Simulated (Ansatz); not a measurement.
**CaAl₂Si₂H₄O₁₀ — electric field gradients**

The cell is a computed structure from the Materials Project (it need not be an observed phase), taken as it stands.

```cif
data_CaAl2Si2H4O10
_symmetry_space_group_name_H-M 'Cmcm'
_symmetry_Int_Tables_number 63
_cell_length_a 5.8993
_cell_length_b 8.9013
_cell_length_c 13.2660
_cell_angle_alpha 90.000
_cell_angle_beta 90.000
_cell_angle_gamma 90.000
loop_
_atom_site_label
_atom_site_type_symbol
_atom_site_symmetry_multiplicity
_atom_site_Wyckoff_symbol
_atom_site_fract_x
_atom_site_fract_y
_atom_site_fract_z
Ca Ca 4 c 0.5000 0.8358 0.2500
Al Al 8 d 0.2500 0.7500 0.5000
Si Si 8 f 0.5000 0.4820 0.3674
H11 H 8 f 0.5000 0.1626 0.3121
H15 H 8 f 0.5000 0.0350 0.4366
O19 O 4 c 0.5000 0.5489 0.2500
O21 O 16 h 0.2291 0.8815 0.3848
O29 O 8 f 0.5000 0.6395 0.4348
O33 O 8 f 0.5000 0.1434 0.4479
O37 O 4 c 0.5000 0.1020 0.2500
```

One atom of each set is listed; the run and its k-mesh use a cell of 38 atoms with edges of 5.34, 5.34, 13.27 Å.

Computed with Ansatz: DFT, PBE, plane waves and PAW, scalar-relativistic, 420 eV cutoff, Γ-centred 5×5×2 k-points, Fermi–Dirac smearing 0.02 eV.

V_zz is the principal component of the electric field gradient with the largest magnitude, η = (V_xx − V_yy)/V_zz and C_Q = eQV_zz/h.

43Ca: I = 7/2, Q = -40.80 mb; ²⁷Al: I = 5/2, Q = 146.6 mb; 2H: I = 1, Q = 2.858 mb; O-17: I = 5/2, Q = -25.58 mb. Quadrupole moments are those of Pyykkö's year-2017 table.

**Question.** What field gradients does the calculation give at each kind of site?

**Answer.** 

```json
{"site": "Ca", "atoms": "2", "first shell": "6 O at 2.37–2.55 Å", "V_xx, V_yy, V_zz (10²¹ V/m²)": "0.47, 0.70, -1.17", "η": "0.20", "C_Q (MHz)": "1.16"}
{"site": "Al", "atoms": "4", "first shell": "6 O at 1.88–1.97 Å", "V_xx, V_yy, V_zz (10²¹ V/m²)": "-0.62, -1.17, 1.78", "η": "0.31", "C_Q (MHz)": "6.32"}
{"site": "Si", "atoms": "4", "first shell": "4 O at 1.64–1.67 Å", "V_xx, V_yy, V_zz (10²¹ V/m²)": "-0.85, -1.59, 2.44", "η": "0.30", "C_Q (MHz)": "–"}
{"site": "H11", "atoms": "4", "first shell": "1 O at 0.98 Å; also 1 O at 1.81 Å", "V_xx, V_yy, V_zz (10²¹ V/m²)": "-1.53, -1.93, 3.46", "η": "0.12", "C_Q (MHz)": "0.239"}
{"site": "H15", "atoms": "4", "first shell": "1 O at 0.98 Å; also 3 O at 2.21 Å", "V_xx, V_yy, V_zz (10²¹ V/m²)": "-1.87, -1.93, 3.79", "η": "0.02", "C_Q (MHz)": "0.262"}
{"site": "O19", "atoms": "2", "first shell": "2 Si at 1.67 Å, angle 138°; also 1 Ca at 2.55 Å", "V_xx, V_yy, V_zz (10²¹ V/m²)": "-1.55, -6.62, 8.17", "η": "0.62", "C_Q (MHz)": "-5.05"}
{"site": "O21", "atoms": "8", "first shell": "1 Si at 1.64 Å, 1 Al at 1.93 Å, angle 120°; also 1 Ca at 2.43 Å", "V_xx, V_yy, V_zz (10²¹ V/m²)": "-0.90, -4.77, 5.67", "η": "0.68", "C_Q (MHz)": "-3.51"}
{"site": "O29", "atoms": "4", "first shell": "1 Si at 1.66 Å, 2 Al at 1.97 Å; also 1 Ca at 3.01 Å", "V_xx, V_yy, V_zz (10²¹ V/m²)": "0.096, 5.89, -5.98", "η": "0.97", "C_Q (MHz)": "3.70"}
{"site": "O33", "atoms": "4", "first shell": "1 H at 0.98 Å, 2 Al at 1.88 Å; also 1 H at 1.81 Å", "V_xx, V_yy, V_zz (10²¹ V/m²)": "-2.19, -9.06, 11.24", "η": "0.61", "C_Q (MHz)": "-6.96"}
{"site": "O37", "atoms": "2", "first shell": "2 H at 0.98 Å, angle 114°; also 1 Ca at 2.37 Å", "V_xx, V_yy, V_zz (10²¹ V/m²)": "1.44, 12.53, -13.97", "η": "0.79", "C_Q (MHz)": "8.64"}
```

At H11 and H15 V_zz points along its bond to O (within 2°) in each case. At O19 V_zz runs parallel to the line that joins its two neighbours (within 1°). At O33 V_zz points along its shortest bond, to H (within 4°).

Si has no stable isotope with a ground-state quadrupole moment in the table, so no C_Q is given.

The lattice is static: at room temperature water may turn and average the couplings of its hydrogen. Where η is near 1 the sign of V_zz means little.

Hardware: 1 thread of Intel Xeon 6975P-C (Granite Rapids) (x86_64; 48 cores open to the job, memory cap 2.5 GiB, no GPU), a shared host with a load of 0.5 a core. Wall time 56 s, CPU time 56 s, peak memory 1 GiB.
